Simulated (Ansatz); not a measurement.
## 17O NMR of the central transition in V2O5 at a changed volume

Cell: a measured structure from the Crystallography Open Database (COD), relaxed with PBE at fixed cell and then changed (volume scaled by 0.98, ions relaxed).

```cif
data_V2O5
_symmetry_space_group_name_H-M 'Pmmn:1'
_symmetry_Int_Tables_number 59
_cell_length_a 3.5401
_cell_length_b 11.4347
_cell_length_c 4.3387
_cell_angle_alpha 90.000
_cell_angle_beta 90.000
_cell_angle_gamma 90.000
loop_
_atom_site_label
_atom_site_type_symbol
_atom_site_symmetry_multiplicity
_atom_site_Wyckoff_symbol
_atom_site_fract_x
_atom_site_fract_y
_atom_site_fract_z
V V 4 e 0.0000 0.8514 0.1169
O5 O 4 e 0.0000 0.8550 0.4820
O9 O 4 e 0.0000 0.6805 0.9943
O13 O 2 a 0.0000 0.0000 0.0027
```

One atom of each set is listed.

Computed with Ansatz: DFT, PBE, plane waves and PAW, scalar-relativistic, 420 eV cutoff, Γ-centred 7×2×6 k-points, Fermi–Dirac smearing 0.02 eV.

17O has I = 5/2 and Q = -25.58 mb (Pyykkö 2018); at 9.4 T its Larmor frequency is ν₀ = 54.3 MHz. Only the quadrupole interaction is simulated: positions count from each site's isotropic chemical shift, and J coupling is left out, as are shift anisotropy and dipolar coupling, which fast spinning averages.

(1) What does the 17O spectrum (fast magic-angle spinning) show for each site?

Results:

(1) 

| site | first shell | C_Q (MHz) | η | P_Q (MHz) | δ_QIS (ppm) | breadth (kHz) |
| --- | --- | --- | --- | --- | --- | --- |
| O5 | 1 V at 1.58 Å | 0.738 | 0.66 | 0.790 | -1.27 | 0.159 |
| O9 | 3 V at 1.87–2.02 Å | 3.05 | 0.70 | 3.29 | -22.1 | 2.75 |
| O13 | 2 V at 1.77 Å, angle 148° | 3.62 | 0.01 | 3.62 | -26.7 | 3.11 |

δ_QIS = −(ν_Q²/30ν₀²)[I(I+1) − 3/4](1 + η²/3) × 10⁶ ppm with ν_Q = 3|C_Q|/[2I(2I−1)]; it falls as 1/B₀² in ppm, and the breadth as 1/B₀ in kHz.

At O13 V_zz points along the bisector of its two bonds (within 1°).
